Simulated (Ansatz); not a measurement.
Consider the following.

TiRe:
Space group Pm-3m (No. 221); a = 3.103 Å, b = 3.103 Å, c = 3.103 Å, α = 90.00°, β = 90.00°, γ = 90.00°

| atom | site | symmetry | x | y | z |
|---|---|---|---|---|---|
| Ti | 1b | m-3m | 0.5000 | 0.5000 | 0.5000 |
| Re | 1a | m-3m | 0.0000 | 0.0000 | 0.0000 |

This is the r²SCAN-relaxed structure.

Question: All from DFT-r²SCAN in the program Ansatz with PAW potentials, unless another level is named. Estimate the formation energy from the elements (no fitted shifts).

Answer: -426 meV/atom.

Question: Predict the density of states at the Fermi level.

Answer: 0.69 states/eV per atom (mean over ±0.08 eV).

The first step of the workflow began from a Materials Project structure, measured or hypothetical; the Crystallography Open Database files this formula in space group No. 221, but the cells were not matched. Whether it is the stable phase at ambient conditions was not checked. The cell was relaxed with r²SCAN under the symmetry of its start; whether a distortion lowers the energy is not shown. No spin polarisation was allowed. The references are the lowest solids computed at this level, not always the standard phases. Scalar-relativistic: spin–orbit coupling is off unless named, which matters more the heavier the elements.

Potentials: the later of the program's two PAW sets.
